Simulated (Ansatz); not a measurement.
A geometry of Ti away from equilibrium: step 2 of the relaxation of a generated cell, Ti placed in the AFLOW prototype A_cI16_220_c (as in Li). These are PBEsol (plane waves to 420 eV, PAW, scalar-relativistic; Ansatz, a first-principles code) values and carry that method's errors. Γ-centred k-mesh 7×7×7 on the run's cell (coarser than for final values), Fermi–Dirac smearing 0.05 eV. The plane waves were selected for a different cell earlier on the path.

```yaml
crystal:
  lattice:
    - [-3.21966, 3.21966, 3.21966]
    - [3.21966, -3.21966, 3.21966]
    - [3.21966, 3.21966, -3.21966]
  atoms:
    - { symbol: Ti, position: [0.43631, 0.43631, 0.43631] }
    - { symbol: Ti, position: [0.50000, 0.00000, 0.06369] }
    - { symbol: Ti, position: [0.00000, 0.06369, 0.50000] }
    - { symbol: Ti, position: [0.06369, 0.50000, 0.00000] }
    - { symbol: Ti, position: [0.93631, 0.93631, 0.93631] }
    - { symbol: Ti, position: [0.50000, 0.00000, 0.56369] }
    - { symbol: Ti, position: [0.00000, 0.56369, 0.50000] }
    - { symbol: Ti, position: [0.56369, 0.50000, 0.00000] }
```

Task: What forces act on the atoms (eV/Å)?

Result: 
```json
[
 {"atom": "Ti1", "Fx": "0.42", "Fy": "0.42", "Fz": "0.42"},
 {"atom": "Ti2", "Fx": "-0.42", "Fy": "-0.42", "Fz": "0.42"},
 {"atom": "Ti3", "Fx": "-0.42", "Fy": "0.42", "Fz": "-0.42"},
 {"atom": "Ti4", "Fx": "0.42", "Fy": "-0.42", "Fz": "-0.42"},
 {"atom": "Ti5", "Fx": "0.42", "Fy": "0.42", "Fz": "0.42"},
 {"atom": "Ti6", "Fx": "-0.42", "Fy": "-0.42", "Fz": "0.42"},
 {"atom": "Ti7", "Fx": "-0.42", "Fy": "0.42", "Fz": "-0.42"},
 {"atom": "Ti8", "Fx": "0.42", "Fy": "-0.42", "Fz": "-0.42"}
]
```

The path ends in I-43d (No. 220) (AFLOW prototype A_cI16_220_c (as in Li)). No spin polarisation in the result.

The run could not lower the symmetry of its start; a shaken copy of this end point relaxes with PBEsol to P6₃/mmc (No. 194), 0.06 eV/atom lower.

The end of the path is a generated cell of Ti: the first start was made by placing the elements on the sites of a structure type, and the end was not matched to a known phase here, so it may be hypothetical. Known forms of Ti include space group No. 194.
